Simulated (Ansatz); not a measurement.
A plane-wave DFT run in Ansatz 0.2.0 (scalar-relativistic PAW potentials unless the input names others): input and command.

```yaml
crystal:
  lattice:
    - [-1.7509808426, 2.1761502062, 2.4481318345]
    - [1.7509808426, -2.1761502062, 2.4481318345]
    - [1.7509808426, 2.1761502062, -2.4481318345]
  atoms:
    - { symbol: Mg, position: [0.0, 0.0, 0.0] }
    - { symbol: C, position: [0.3562008311, 0.5, 0.8562008311] }
    - { symbol: C, position: [0.6437991689, 0.5, 0.1437991689] }
kpoints:
  mp_grid: { grid: [10, 10, 10] }
hamiltonian:
  xc: pbesol
  pseudopotentials: { kind: nc, accuracy: standard }
scf:
  occupations: { method: gaussian, width: 0.02 }
output:
  forces: true
  eigenvalues: true
  stress: true
```

```bash
ansatz run input.yaml --threads 1 --pin off --max-ram 1331MiB --backend cpu --events-out ev --progress --plain --runs-dir out
```

Abridged log:
```
Basis set: ecut = 1142.878222 eV, 3283 PW (Γ), exchange–correlation on 90×90×90 points (8 copies of the dense FFT grid, shifted against one another)
Bands: 13, of which v1, the nominal top of the filled ones, is band 9 counted from 1 (8 counted from 0)
Symmetry: 8 space group operations
k-points: 171 of 1000
SCF iter   1: F=—  HF=-1940.464261 eV  |F-HF|=—  |Δ(HF+E_count)|=         —  Δρ=1.09e-1  dr2=3.88e0  ethr=3.10e-3  ⟨swp⟩=6.1  Hψ=14850  notcnv=0
SCF iter   2: F=—  HF=-1939.032310 eV  |F-HF|=—  |Δ(HF+E_count)|=    1.43e0  Δρ=3.39e-2  dr2=1.71e-1  ethr=3.10e-3  ⟨swp⟩=3.3  Hψ=5864  notcnv=0
SCF iter   3: F=—  HF=-1938.982674 eV  |F-HF|=—  |Δ(HF+E_count)|=   4.96e-2  Δρ=1.41e-2  dr2=2.48e-2  ethr=9.50e-4  ⟨swp⟩=3.4  Hψ=4329  notcnv=0
SCF iter   4: F=—  HF=-1938.978277 eV  |F-HF|=—  |Δ(HF+E_count)|=   4.40e-3  Δρ=1.49e-3  dr2=2.48e-4  ethr=1.38e-4  ⟨swp⟩=2.0  Hψ=3783  notcnv=0
SCF iter   5: F=—  HF=-1938.978391 eV  |F-HF|=—  |Δ(HF+E_count)|=   1.14e-4  Δρ=2.40e-4  dr2=9.87e-6  ethr=1.38e-6  ⟨swp⟩=2.0  Hψ=2964  notcnv=0
SCF iter   6: F=—  HF=-1938.978370 eV  |F-HF|=—  |Δ(HF+E_count)|=   2.08e-5  Δρ=2.53e-5  dr2=1.29e-7  ethr=5.49e-8  ⟨swp⟩=2.0  Hψ=2916  notcnv=0
SCF iter   7: F=-1938.978370 eV  HF=-1938.978370 eV  |F-HF|=2.34e-9  |Δ(HF+E_count)|=   2.16e-8  Δρ=5.37e-6  dr2=3.32e-9  ethr=5.56e-10  ⟨swp⟩=7.3  Hψ=11479  notcnv=0
SCF 1 converged in 7 iterations: F = -1938.978370 eV  dr2 = 3.32e-9
SCF converged after 7 iterations
Free energy (F): -1938.978370 eV
Harris-Foulkes:  -1938.978370 eV  (|F-HF|=2.34e-9)
Internal energy: -1938.978370 eV  (E = F + TS)
E sigma→0 (E₀):  -1938.978370 eV
Fermi energy:    5.664849 eV
--- Forces (eV/Å), atoms counted from 1 ---
  atom   1  Mg     0.00000000     0.00000000     0.00000000
  atom   2  C      0.00000000    -0.23771789     0.00000000
  atom   3  C      0.00000000     0.23771789     0.00000000
--- Stress (GPa, compression-positive) ---
       -6.957343       0.000000       0.000000
        0.000000       8.646455       0.000000
        0.000000       0.000000      -4.862975
  P = ⅓ Tr σ = -1.0580 GPa (-10.580 kbar)
```

Apart from outputs and empty bands, the input differs from a reference run on usual settings in hamiltonian.pseudopotentials: not typed → {"kind": "nc", "accuracy": "standard"}; basis.ecutwfc: 420 → not typed. The reference, at the same geometry (not necessarily relaxed), gave pressure -1.46 GPa, largest force 0.073 eV/Å, gap on the mesh 2.39 eV. This run converged in 7 SCF iterations (reference: 6) with a total energy on another zero, pressure -1.06 GPa, largest force 0.238 eV/Å, gap on the mesh 2.38 eV.